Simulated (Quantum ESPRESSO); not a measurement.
Simulation results for Hf3NbNO7 (made-up cell)

Computed with Quantum ESPRESSO 7.5. Calculation on a made-up crystal cell, not a measurement, with one named mistake planted (healthy values lack it): periodic Kohn-Sham density functional theory in plane waves with PseudoDojo standard norm-conserving scalar-relativistic pseudopotentials, each functional with its own files (v0.5 for PBE, v0.4.1 for LDA and PBEsol), no spin polarisation, no spin-orbit coupling, atoms not relaxed, stress positive in tension, energies less a fixed whole-eV offset for each atom's element; levels are Kohn-Sham levels at fractions of this cell's reciprocal vectors, counted from the reference band (half the neutral cell's valence electrons, rounded up) at Gamma; error bars cover cutoff and k-mesh only, not smearing or the files; each bar is the largest change over components, and at least 0.002 eV, 0.002 eV per angstrom or 0.02 GPa; a charged cell sits in a uniform background, with energy and stress on this program's zero of potential; no dispersion term; energies are for the whole cell, and the offsets were chosen from early runs and are not element reference energies; a distance is the largest change of any value in units of its error bar (the energy's for the smearing term), a scale change is of lengths, and a coarse mesh keeps the half-step shift; machines and their load varied, so run times do not measure scaling.

Common to all entries: lattice type rutile, doubled along c; intended functional pbe; intended cutoff 1143 eV; intended fermi dirac smearing 0.025 eV; intended scf tolerance 1e-07 eV; intended electrons removed 0; healthy free energy less offsets -5.597 eV; healthy scf iterations 17; healthy smearing term minus ts 0 eV; healthy pressure 17.85 GPa; healthy stress xx -15.32 GPa; healthy stress yy -14.68 GPa; healthy stress zz -23.55 GPa; healthy stress yz -1.72 GPa; healthy stress xz -6.27 GPa; healthy stress xy -9.33 GPa; healthy reference band 48; faulty run command mpirun -np 4 pw.x -nk 4 -in in; faulty run processor AMD EPYC, Zen 5 class, virtual cores; intended k mesh 5 x 5 x 4, shifted by half a step; structure shown as intended, without the mistake.

Notes on all entries: the hafnium pseudopotential is less sure than the others, with forces about 3 percent (worst 6) and pressure in oxides about 1.5 GPa (worst 2.7) from a second method in checks, which the error bars do not cover.

(1) Hf3NbNO7 (made-up cell)

Intended structure:
```
cell vectors (Å)
   4.8019    -0.0559    -0.0504
  -0.0559     4.8056     0.0066
  -0.0666     0.0087     6.1907
atoms (fractions of the cell vectors)
Hf -0.01681 -0.02438  0.00204
Hf  0.51440  0.48548  0.28194
Hf -0.01096 -0.00309  0.50086
Nb  0.49076  0.48098  0.75052
N   0.29599  0.29549  0.00629
O   0.68074  0.71157 -0.01846
O   0.81117  0.17426  0.25519
O   0.20798  0.82991  0.25409
O   0.32178  0.28828  0.51130
O   0.67761  0.71978  0.50602
O   0.78596  0.19551  0.75908
O   0.19306  0.78881  0.75611
```

- fault kind: coarse kmesh
- fault k points along each vector: 2
- faulty free energy less offsets: -5.592 eV
- faulty scf iterations: 17
- faulty smearing term minus ts: 0 eV
- faulty pressure: 17.85 GPa
- faulty stress xx: -15.48 GPa
- faulty stress yy: -14.82 GPa
- faulty stress zz: -23.27 GPa
- faulty stress yz: -1.714 GPa
- faulty stress xz: -6.271 GPa
- faulty stress xy: -9.452 GPa
- faulty reference band: 48
- other mistakes compared: 7
- distance from healthy: 61.4 error bars
- distance from nearest other mistake: 207.6 error bars
- healthy error bar energy: 0.004032 eV
- healthy error bar stress: 0.03238 GPa
- healthy error bar force: 0.002 eV/Å
- healthy error bar next band up: 0.002 eV
- faulty wall time of scf and band steps on a shared machine: 21.5 s

Atoms:
```tsv
atoms element	atom site	atom energy offset (eV)
Hf	1	-1535
Hf	2	-1535
Hf	3	-1535
Nb	4	-1693
N	5	-283
O	6	-452
O	7	-452
O	8	-452
O	9	-452
O	10	-452
O	11	-452
O	12	-452
```

Healthy forces:
```tsv
site	x (eV/Å)	y (eV/Å)	z (eV/Å)
1	2.827	1.347	-0.259
2	-1.294	-0.286	-7.07
3	1.711	-0.63	1.291
4	-1.944	-0.79	8.059
5	1.872	2.223	-2.091
6	-1.357	-2.092	0.709
7	-1.784	2.323	0.054
8	0.375	-1.942	1.332
9	-1.072	-0.316	-0.458
10	0.278	-0.278	1.104
11	0.338	0.726	-1.461
12	0.049	-0.284	-1.21
```

Healthy levels:
```tsv
level k point	next band up (eV)
Gamma	1.797
(1/2,1/2,1/2)	2.076
(0.15,0,0)	1.904
(0,0.15,0)	1.9
(0,0,0.15)	1.856
```

Faulty forces:
```tsv
site	x (eV/Å)	y (eV/Å)	z (eV/Å)
1	2.849	1.344	-0.1365
2	-1.301	-0.2776	-7.034
3	1.712	-0.6291	1.317
4	-1.994	-0.824	8.111
5	1.877	2.215	-2.162
6	-1.355	-2.064	0.609
7	-1.794	2.33	0.02787
8	0.3905	-1.954	1.3
9	-1.049	-0.2945	-0.4637
10	0.2765	-0.293	1.115
11	0.323	0.7414	-1.465
12	0.06409	-0.2933	-1.218
```

Faulty levels:
```tsv
level k point	next band up (eV)
Gamma	1.798
(1/2,1/2,1/2)	2.077
(0.15,0,0)	1.906
(0,0.15,0)	1.901
(0,0,0.15)	1.856
```

(2) Hf3NbNO7 (made-up cell)

Structure as in entry 1.

* fault kind: low cutoff
* fault cutoff: 837 eV
* faulty free energy less offsets: -4.842 eV
* faulty scf iterations: 17
* faulty smearing term minus ts: 0 eV
* faulty pressure: 11.28 GPa
* faulty stress xx: -8.753 GPa
* faulty stress yy: -8.119 GPa
* faulty stress zz: -16.96 GPa
* faulty stress yz: -1.708 GPa
* faulty stress xz: -6.258 GPa
* faulty stress xy: -9.3 GPa
* faulty reference band: 48
* other mistakes compared: 7
* distance from healthy: 203.3 error bars
* distance from nearest other mistake: 207.6 error bars
* healthy error bar energy: 0.004032 eV
* healthy error bar stress: 0.03238 GPa
* healthy error bar force: 0.002 eV/Å
* healthy error bar next band up: 0.002 eV
* faulty wall time of scf and band steps on a shared machine: 95.2 s

Atoms:
```tsv
atoms element	atom site	atom energy offset (eV)
Hf	1	-1535
Hf	2	-1535
Hf	3	-1535
Nb	4	-1693
N	5	-283
O	6	-452
O	7	-452
O	8	-452
O	9	-452
O	10	-452
O	11	-452
O	12	-452
```

Healthy forces:
```tsv
site	x (eV/Å)	y (eV/Å)	z (eV/Å)
1	2.827	1.347	-0.259
2	-1.294	-0.286	-7.07
3	1.711	-0.63	1.291
4	-1.944	-0.79	8.059
5	1.872	2.223	-2.091
6	-1.357	-2.092	0.709
7	-1.784	2.323	0.054
8	0.375	-1.942	1.332
9	-1.072	-0.316	-0.458
10	0.278	-0.278	1.104
11	0.338	0.726	-1.461
12	0.049	-0.284	-1.21
```

Healthy levels:
```tsv
level k point	next band up (eV)
Gamma	1.797
(1/2,1/2,1/2)	2.076
(0.15,0,0)	1.904
(0,0.15,0)	1.9
(0,0,0.15)	1.856
```

Faulty forces:
```tsv
site	x (eV/Å)	y (eV/Å)	z (eV/Å)
1	2.827	1.347	-0.258
2	-1.293	-0.2869	-7.067
3	1.711	-0.6326	1.288
4	-1.948	-0.8039	8.05
5	1.868	2.219	-2.094
6	-1.354	-2.084	0.7146
7	-1.782	2.318	0.05002
8	0.374	-1.936	1.332
9	-1.068	-0.3155	-0.4549
10	0.2809	-0.2679	1.103
11	0.3444	0.722	-1.456
12	0.03864	-0.2783	-1.207
```

Faulty levels:
```tsv
level k point	next band up (eV)
Gamma	1.797
(1/2,1/2,1/2)	2.076
(0.15,0,0)	1.905
(0,0.15,0)	1.9
(0,0,0.15)	1.856
```

(3) Hf3NbNO7 (made-up cell)

Structure as in entry 1.

- fault kind: wrong functional
- fault functional: lda
- faulty stress xy: withheld
- faulty stress yz: withheld
- faulty stress yy: withheld

Atoms:
```tsv
atoms element	atom site	atom energy offset (eV)
Hf	1	-1535
Hf	2	-1535
Hf	3	-1535
Nb	4	-1693
N	5	-283
O	6	-452
O	7	-452
O	8	-452
O	9	-452
O	10	-452
O	11	-452
O	12	-452
```

Healthy forces:
```tsv
site	x (eV/Å)	y (eV/Å)	z (eV/Å)
1	2.827	1.347	-0.259
2	-1.294	-0.286	-7.07
3	1.711	-0.63	1.291
4	-1.944	-0.79	8.059
5	1.872	2.223	-2.091
6	-1.357	-2.092	0.709
7	-1.784	2.323	0.054
8	0.375	-1.942	1.332
9	-1.072	-0.316	-0.458
10	0.278	-0.278	1.104
11	0.338	0.726	-1.461
12	0.049	-0.284	-1.21
```

Healthy levels:
```tsv
level k point	next band up (eV)
Gamma	1.797
(1/2,1/2,1/2)	2.076
(0.15,0,0)	1.904
(0,0.15,0)	1.9
(0,0,0.15)	1.856
```

(4) Hf3NbNO7 (made-up cell)

Structure as in entry 1.

- fault kind: wrong charge
- fault electrons removed: 1
- faulty stress xy: withheld
- faulty pressure: withheld
- faulty stress zz: withheld

Atoms:
```tsv
atoms element	atom site	atom energy offset (eV)
Hf	1	-1535
Hf	2	-1535
Hf	3	-1535
Nb	4	-1693
N	5	-283
O	6	-452
O	7	-452
O	8	-452
O	9	-452
O	10	-452
O	11	-452
O	12	-452
```

Healthy forces:
```tsv
site	x (eV/Å)	y (eV/Å)	z (eV/Å)
1	2.827	1.347	-0.259
2	-1.294	-0.286	-7.07
3	1.711	-0.63	1.291
4	-1.944	-0.79	8.059
5	1.872	2.223	-2.091
6	-1.357	-2.092	0.709
7	-1.784	2.323	0.054
8	0.375	-1.942	1.332
9	-1.072	-0.316	-0.458
10	0.278	-0.278	1.104
11	0.338	0.726	-1.461
12	0.049	-0.284	-1.21
```

Healthy levels:
```tsv
level k point	next band up (eV)
Gamma	1.797
(1/2,1/2,1/2)	2.076
(0.15,0,0)	1.904
(0,0.15,0)	1.9
(0,0,0.15)	1.856
```

Questions
1. What faulty stress xy does the calculation give for Hf3NbNO7 (made-up cell) (entry 3)?
2. Hf3NbNO7 (made-up cell) (entry 3): faulty stress yz?
3. Give the missing faulty stress yy for Hf3NbNO7 (made-up cell) (entry 3).
4. Give the missing faulty stress xy for Hf3NbNO7 (made-up cell) (entry 4).
5. Estimate the faulty pressure of Hf3NbNO7 (made-up cell) (entry 4).
6. Give the missing faulty stress zz for Hf3NbNO7 (made-up cell) (entry 4).
7. Give the table of faulty forces values for Hf3NbNO7 (made-up cell) (entry 4).

Answers
1. -9.088 GPa
2. -1.526 GPa
3. -1.07 GPa
4. -11.14 GPa
5. 1.202 GPa
6. -10.06 GPa
7. 
Faulty forces:
```tsv
site	x (eV/Å)	y (eV/Å)	z (eV/Å)
1	1.814	0.6111	0.1251
2	-0.4242	0.3874	-5.671
3	1.472	-0.5252	0.9109
4	-0.3024	0.5149	5.333
5	1.033	1.539	-1.491
6	-1.694	-2.391	0.463
7	-1.868	2.353	-0.3719
8	0.6266	-1.919	0.7143
9	-0.9241	-0.1621	-0.06663
10	0.02056	-0.6243	1.354
11	-0.2881	1.168	-0.8327
12	0.5336	-0.952	-0.4669
```

Further results for Hf3NbNO7 (made-up cell) (entry 3):

- faulty free energy less offsets: -6.451 eV
- faulty scf iterations: 16
- faulty smearing term minus ts: 0 eV
- faulty pressure: 3.236 GPa
- faulty stress xx: -1.618 GPa
- faulty stress zz: -7.02 GPa
- faulty stress xz: -6.014 GPa
- faulty reference band: 48
- other mistakes compared: 7
- distance from healthy: 510.4 error bars
- distance from nearest other mistake: 399.1 error bars
- healthy error bar energy: 0.004032 eV
- healthy error bar stress: 0.03238 GPa
- healthy error bar force: 0.002 eV/Å
- healthy error bar next band up: 0.002 eV
- faulty wall time of scf and band steps on a shared machine: 145.5 s

Faulty forces:
```tsv
site	x (eV/Å)	y (eV/Å)	z (eV/Å)
1	2.667	1.275	-0.1879
2	-1.28	-0.3161	-6.611
3	1.596	-0.6567	1.093
4	-1.852	-0.7341	7.819
5	1.867	2.165	-1.985
6	-1.155	-1.96	0.7029
7	-1.589	2.064	0.161
8	0.0616	-1.721	1.304
9	-0.9317	-0.1594	-0.6152
10	0.2959	-0.3812	0.8845
11	0.5104	0.4657	-1.408
12	-0.1893	-0.04052	-1.156
```

Faulty levels:
```tsv
level k point	next band up (eV)
Gamma	1.729
(1/2,1/2,1/2)	2.033
(0.15,0,0)	1.841
(0,0.15,0)	1.836
(0,0,0.15)	1.791
```

Further results for Hf3NbNO7 (made-up cell) (entry 4):

- faulty free energy less offsets: -16.46 eV
- faulty scf iterations: 16
- faulty smearing term minus ts: -0.0144 eV
- faulty stress xx: 2.102 GPa
- faulty stress yy: 4.357 GPa
- faulty stress yz: -1.203 GPa
- faulty stress xz: -5.304 GPa
- faulty reference band: 48
- other mistakes compared: 7
- distance from healthy: 2695 error bars
- distance from nearest other mistake: 2281 error bars
- healthy error bar energy: 0.004032 eV
- healthy error bar stress: 0.03238 GPa
- healthy error bar force: 0.002 eV/Å
- healthy error bar next band up: 0.002 eV
- faulty wall time of scf and band steps on a shared machine: 146.4 s

Faulty levels:
```tsv
level k point	next band up (eV)
Gamma	2.308
(1/2,1/2,1/2)	2.619
(0.15,0,0)	2.421
(0,0.15,0)	2.413
(0,0,0.15)	2.373
```
